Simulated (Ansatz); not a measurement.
One crystal and one scan (scan of one atom of the cell) at two levels, PBE (plane waves to 420 eV, PAW, scalar-relativistic; Ansatz, a program for electronic structure) and PBEsol (plane waves to 420 eV, PAW, scalar-relativistic; Ansatz), each from its own relaxed cell and on its own mesh. The cell shown is that of PBE.

Relaxed SrO (rock salt):

```yaml
crystal:
  lattice:
    - [0.00000, 2.59750, 2.59750]
    - [2.59750, 0.00000, 2.59750]
    - [2.59750, 2.59750, 0.00000]
  atoms:
    - { symbol: O, position: [0.00000, 0.00000, 0.00000] }
    - { symbol: Sr, position: [0.50000, 0.50000, 0.50000] }
```

In each cell atom 2 (Sr, nearest neighbour O at 2.598 Å; its periodic images, 3.7 Å or more away, move with it) moves by s·(0.577, 0.577, 0.577) (along Cartesian [111]), the rest being held.

The energy includes the smearing's −TS. SrO was relaxed with its symmetry unable to fall. Percentages come from the unrounded values.

Results of PBE:

| Quantity | Value |
|---|---|
| Lattice constant a (Å) | 5.195 |
| Band gap of the relaxed cell, no spin-orbit coupling (eV) | 3.33 |
| Force constant k = d²E/ds² at s = 0 (finite differences) (eV/Å²) | 1.80 |
| Zone-centre optical wavenumber from k (transverse: no LO-TO term) (cm⁻¹) | 190 |
| Shape of the curve | a single well with its minimum at or next to zero displacement |

Question: Estimate the PBEsol values.

Answer: 
```json
[
 {"quantity": "Lattice constant a (Å)", "PBEsol": "5.122", "PBE − PBEsol": "+0.073 (+1.4 %)"},
 {"quantity": "Band gap of the relaxed cell, no spin-orbit coupling (eV)", "PBEsol": "3.20", "PBE − PBEsol": "+0.13 (+4.1 %)"},
 {"quantity": "Force constant k = d²E/ds² at s = 0 (finite differences) (eV/Å²)", "PBEsol": "2.06", "PBE − PBEsol": "-0.26 (-13 %)"},
 {"quantity": "Zone-centre optical wavenumber from k (transverse: no LO-TO term) (cm⁻¹)", "PBEsol": "204", "PBE − PBEsol": "-14 (-7 %)"}
]
```

PBE gives the higher value for: lattice constant a; band gap of the relaxed cell, no spin-orbit coupling. PBE gives the lower value for: force constant k = d²E/ds² at s = 0; zone-centre optical wavenumber from k. Both give the same shape of the curve: a single well with its minimum at or next to zero displacement. Neither level is exact: the differences show how much the result hangs on the functional.

(For displaced atoms, the force is minus the slope of the energy, and its curvature is a force constant, which sets phonon frequencies.)
